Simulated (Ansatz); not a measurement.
WS2 (2H-MoS2 type, space group P6_3/mmc)

```xyz
6
Lattice="3.1543 0.0000 0.0000 -1.5771 2.7317 0.0000 0.0000 0.0000 12.1409" Properties=species:S:1:pos:R:3 pbc="T T T"
W      0.0000     1.8211     3.0352
W      1.5771     0.9106     9.1056
S      0.0000     1.8211     7.5310
S      1.5771     0.9106     1.4605
S      1.5771     0.9106     4.6099
S      0.0000     1.8211    10.6803
```

The slice is a (0001) plane (indices of the conventional cell) through the point (0.667, 0.333, 0.380) (fractional), spanned by u = [110] and v = [1 -1 0] in vectors of this cell: u (3.15 Å) and v (5.46 Å, at 90° to u). It covers one period; positions are fractions (u, v).

Method: PBE-D3(BJ) (plane waves to 420 eV, PAW, scalar-relativistic; Ansatz, a program for electronic structure). k mesh 12×12×3. Near the nuclei the fields are pseudised (PAW); where an atom keeps semicore shells as valence, they peak there. Spin-orbit coupling is left out, though W is heavy. The PAW data are Ansatz's earlier set. WS2 is run without spin polarisation. WS2 was relaxed with its symmetry unable to fall.

Q: Predict the map of the valence electron density on the slice.

A: 
```
v \ u  0.00  0.14  0.29  0.43  0.57  0.71  0.86
-----  ----  ----  ----  ----  ----  ----  ----
0.88    0.0  -0.1  -0.5  -1.0  -1.0  -0.5  -0.1
0.75   -0.6  -0.7  -0.8  -0.8  -0.8  -0.8  -0.7
0.62   -0.8  -0.6  -0.2   0.0   0.0  -0.2  -0.6
0.50   -0.8  -0.4   0.0  -0.4  -0.4   0.0  -0.4
0.38   -1.1  -0.8  -0.3   0.0   0.0  -0.3  -0.8
0.25   -0.8  -0.8  -0.8  -0.6  -0.6  -0.8  -0.8
0.12    0.0  -0.1  -0.4  -0.7  -0.7  -0.4  -0.1
0.00   -1.1   0.0  -0.2  -0.7  -0.7  -0.2   0.0
```

Values: log₁₀ of the valence density in e/Å³. The scale is logarithmic, as a density can span decades between atoms and voids.
